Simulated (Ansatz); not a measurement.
## Fields on a plane of PbTe (rock salt)

```yaml
crystal:
  lattice:
    - [0.00000, 3.28470, 3.28470]
    - [3.28470, 0.00000, 3.28470]
    - [3.28470, 3.28470, 0.00000]
  atoms:
    - { symbol: Te, position: [0.00000, 0.00000, 0.00000] }
    - { symbol: Pb, position: [0.50000, 0.50000, 0.50000] }
```

The slice is a {100} plane (indices of the conventional cell) through the point (0.000, 0.000, 0.000) (fractional), spanned by u = [100] and v = [0 1 -1] in vectors of this cell: u (4.65 Å) and v (4.65 Å, at 90° to u). It covers one period; positions are fractions (u, v).

Atoms on it: Te at (0.00, 0.00); Pb at (0.50, 0.50).

Method: PBE (plane waves to 420 eV, PAW, scalar-relativistic; Ansatz, an electronic-structure program). k mesh 9×9×9. Inside the PAW spheres the values are not all-electron values, and peaks at nuclei hang on which shells count as valence. PbTe was relaxed with its symmetry unable to fall. Spin-orbit coupling is left out, though Pb and Te are heavy. The PAW data are Ansatz's earlier set.

```
|xxxxxx0589999999850xxxxx|
|xxxxx015889999988510xxxx|
|xxxxx036788888887630xxxx|
|xxxx01567776667776510xxx|
|xx001466654333456664100x|
|001356654200000245665310|
|55566653000xxx0003566655|
|778776400xxxxxxx00467787|
|99887520xxxxxxxxx0257889|
|99987400xxxxxxxxx0047899|
|9998630xxxxxxxxxxx036899|
|9998630xxxxxxxxxxx036899|
|9998630xxxxxxxxxxx036899|
|99987400xxxxxxxxx0047899|
|99887520xxxxxxxxx0257889|
|778776400xxxxxxx00467787|
|55566653000xxx0003566655|
|001356654200000245665310|
|xx001466654333456664100x|
|xxxx01567776667776510xxx|
|xxxxx036788888887630xxxx|
|xxxxx015889999988510xxxx|
|xxxxxx0589999999850xxxxx|
|xxxxxx0579999999750xxxxx|
```
Scale: ten equal steps from -2.00 (start of '0') to 6.57 (end of '9'), in the order '0123456789'. Values: electrostatic potential energy of an electron, from the cell's mean, in eV. The map has 24 points along u (one character each, u = 0 at the left) and 24 along v (v = 0 in the bottom row). Points within 1 Å of a nucleus are blanked (x), as the pseudised field means little there. Values under -2 eV are set to -2. The zero, the cell's mean, hangs on the PAW cores.

```
|xxxxxx::++##@@@@%%==..      ..==%%@@@@##++::xxxx|
|xxxx..==**%%@@@@##--..      ..--##@@@@%%**==..xx|
|::::==++##@@@@%%++::..      ..::++%%@@@@##++==::|
|++++**##%%@@@@**--::..........::--**@@@@%%##**++|
|####%%@@@@@@##==--::----------::--==##@@@@@@%%##|
|@@@@@@@@@@##==------==========------==##@@@@@@@@|
|@@@@@@%%**==------==++******++==------==**%%@@@@|
|%%%%##++--------++**************++--------++##%%|
|++==--::::::--==****++------++****==--::::::--==|
|..........--==++**++::xxxxxx::++**++==--........|
|        ..--==****--xxxxxxxxxx--****==--..      |
|        ..--==****--xxxxxxxxxx--****==--..      |
|        ..--==****--xxxxxxxxxx--****==--..      |
|..........--==++**++::xxxxxx::++**++==--........|
|++==--::::::--==****++------++****==--::::::--==|
|%%%%##++--------++**************++--------++##%%|
|@@@@@@%%**==------==++******++==------==**%%@@@@|
|@@@@@@@@@@##==------==========------==##@@@@@@@@|
|####%%@@@@@@##==--::----------::--==##@@@@@@%%##|
|++++**##%%@@@@**--::..........::--**@@@@%%##**++|
|::::==++##@@@@%%++::..      ..::++%%@@@@##++==::|
|xxxx..==**%%@@@@##--..      ..--##@@@@%%**==..xx|
|xxxxxx::++##@@@@%%==..      ..==%%@@@@##++::xxxx|
|xxxxxx::++##@@@@%%++..      ..++%%@@@@##++::xxxx|
```
Scale: ten equal steps from 0.06 (start of ' ') to 0.68 (end of '@'), in the order ' .:-=+*#%@'. Values: electron localisation function (ELF). The map has 24 points along u (two characters each, u = 0 at the left) and 24 along v (v = 0 in the bottom row). Points within 0.5 Å of a nucleus are blanked (x), as the pseudised field means little there.

The density on the Te–Pb line (3.28 Å) at its density minimum, 1.7 Å from Te comes out as 0.18 e/Å³. The ELF at that point is 0.3. ELF maximum in the middle third of the Te–Pb line: 0.66, 1.2 Å from Te.
